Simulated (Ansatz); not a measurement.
Ansatz 0.2.0, settings compared: MnSbSe2S

Launch command:

```bash
ansatz run input.yaml --threads 1 --pin off --max-ram 2560MiB --backend cpu --events-out ev --progress --plain --runs-dir out
```

The input file (Ansatz 0.2.0, plane waves):

```yaml
crystal:
  lattice:
    - [0.0, 3.828078, 0.0]
    - [6.31658, -1.914039, 0.0]
    - [0.212437, 0.0, -9.582307]
  atoms:
    - { symbol: S, position: [0.36336, 0.72672, 0.9229] }
    - { symbol: S, position: [0.63664, 0.27328, 0.0771] }
    - { symbol: Sb, position: [0.29385, 0.5877, 0.31524] }
    - { symbol: Sb, position: [0.70615, 0.4123, 0.68476] }
    - { symbol: Se, position: [0.07442, 0.14884, 0.74199] }
    - { symbol: Se, position: [0.92558, 0.85116, 0.25801] }
    - { symbol: Se, position: [0.3611, 0.7222, 0.55477] }
    - { symbol: Se, position: [0.6389, 0.2778, 0.44523] }
    - { symbol: Mn, position: [0.0, 0.0, 0.5] }
    - { symbol: Mn, position: [0.0, 0.0, 0.0] }
  symmetry: { tolerance: 0.0003 }
kpoints:
  mp_grid: { grid: [5, 5, 2], shift: [0, 0, 0] }
magnetization:
  spin_polarized: false
scf:
  occupations: { method: fermi_dirac }
hamiltonian:
  pseudopotentials: { kind: paw }
  xc: r2scan
basis:
  ecutwfc: 500
output:
  forces: true
  stress: true
  eigenvalues: true
```

Origin of the cell: a known structure type with other elements, at an estimated volume, so it need not be a known compound.

The smearing width isn't typed, so it takes its default of 0.1 eV.

Output of this run (shortened):

```
SCF iter   1: F=—  HF=-44527.472034 eV  Δρ=2.55e-2  dr2=1.81e0  dr2_τ=1.04e-1  defer=3
SCF iter   2: F=—  HF=-44527.695367 eV  Δρ=1.58e-2  dr2=5.41e-1  dr2_τ=1.34e-2  defer=22
SCF iter   3: F=—  HF=-44527.681677 eV  Δρ=1.37e-2  dr2=2.35e-1  dr2_τ=5.82e-3  defer=22
SCF iter   4: F=—  HF=-44527.664679 eV  Δρ=6.83e-3  dr2=1.36e-1  dr2_τ=2.57e-3  defer=22
SCF iter   5: F=—  HF=-44527.662141 eV  Δρ=2.19e-3  dr2=1.04e-2  dr2_τ=3.09e-4  defer=22
[… 2 lines left out …]
SCF iter   8: F=—  HF=-44527.661942 eV  Δρ=2.02e-4  dr2=8.16e-5  dr2_τ=1.74e-6  defer=22
SCF iter   9: F=—  HF=-44527.662120 eV  Δρ=8.08e-5  dr2=1.30e-5  dr2_τ=2.51e-7  defer=22
SCF iter  10: F=—  HF=-44527.662121 eV  Δρ=2.33e-5  dr2=7.99e-7  dr2_τ=6.44e-8  defer=22
SCF iter  11: F=—  HF=-44527.662121 eV  Δρ=1.53e-5  dr2=3.48e-7  dr2_τ=8.72e-9  defer=22
SCF iter  12: F=-44527.662121 eV  HF=-44527.662121 eV  Δρ=6.99e-6  dr2=7.75e-8  dr2_τ=1.58e-9
SCF 1 converged in 12 iterations: F = -44527.662121 eV  dr2 = 7.75e-8
SCF converged after 12 iterations
Free energy (F): -44527.662121 eV
Harris-Foulkes:  -44527.662121 eV  (|F-HF|=6.00e-8)
Internal energy: -44527.197237 eV  (E = F + TS)
E sigma→0 (E₀):  -44527.429679 eV
Entropy (-TS):   -0.464884 eV (-46.488 meV/atom)
Fermi energy:    8.497796 eV
--- Per-component energies (eV) ---
  E_band       = -2649.052496
  E_kinetic    = 1701.863959
  E_local      = -21709.757889  (includes V_loc(G=0)·N_el)
  E_nonlocal   = -1105.450856
  E_hartree    = 10178.996227
  E_xc         = -1043.545137
  E_vxc        = -1128.982261  (∫ρ·V_xc dr)
  E_paw        = -20745.240690  (= ΣΔE_a)
  E_vpaw       = -829.023641  (= ΣTr[D̂ρ^β])
  E_aug_tail   = -0.000835  (compensation charges beyond the density's cutoff)
  E_vtau       = 64.308307  (kinetic-family band-sum trace: ∫τ·v_τ [+ j·A + Jᵃ·Aᵃ] dr)
  E_ewald      = -11797.229388
  E_core_change = -6.832627  (= ΣΔE_core)
  E_smearing   = -0.464884  (= −TS)
  Σ components = -44527.662121   (vs F -44527.662121, Δ=0.00e0)
--- Forces (eV/Å), atoms counted from 1 ---
  atom   1  S      2.207779     0.000000    -1.088471
[… 4 lines left out …]
  atom   6  Se     1.902072     0.000000     0.652246
  atom   7  Se     2.036437     0.000000    -1.139169
  atom   8  Se    -2.036437     0.000000     1.139169
  atom   9  Mn     0.000000     0.000000     0.000000
  atom  10  Mn     0.000000     0.000000     0.000000
  max |Σ_I F_I| component: 0.00e0 eV/Å
--- Stress (GPa, compression-positive) ---
       -3.558865       0.000000       1.644110
        0.000000      -4.845324       0.000000
        1.644141       0.000000      -0.396821
  P = ⅓ Tr σ = -2.9337 GPa (-29.337 kbar)
```

The same input was run again with these changes:

1. `scf.eigensolver.kind` default → davidson; `hamiltonian.xc` r2scan → pbesol
2. `scf.occupations.method` fermi_dirac → tetrahedron_uncorrected
3. `kpoints.mp_grid.shift` [0, 0, 0] → [0.5, 0.5, 0.5]
4. `basis.ecutwfc` 500 → "400 K"; `scf.max_iter` default → 100

```
 run            end  SCF iterations  P (GPa)  max force component (eV/Å)  moment (μB)  ΔE(σ→0) (meV/atom)
base      converged              12    -2.93                       2.255            –                   0
   1      converged              13    -5.18                       2.238            –                   –
   2      converged              21    -3.16                       2.267            –                4.04
   3      converged              12    -2.92                       2.248            –               -0.11
   4  input refused               0        –                           –            –                   –
```

Energies are compared only where functional, datasets, charge and starting cell are the same.

Caveats of the base run: no spin polarisation, so a magnetic state may lie lower; no spin-orbit coupling, though heavy elements are present; the k mesh is coarse if the cell is a metal.

Run 3: the k mesh keeps only part of the crystal's symmetry.

The base run took 52 s on 1 thread of Intel(R) Xeon(R) Platinum 8259CL CPU @ 2.50GHz (Skylake/Cascade Lake) (shared host), peak memory 1.2 GiB, from the program's own first density.
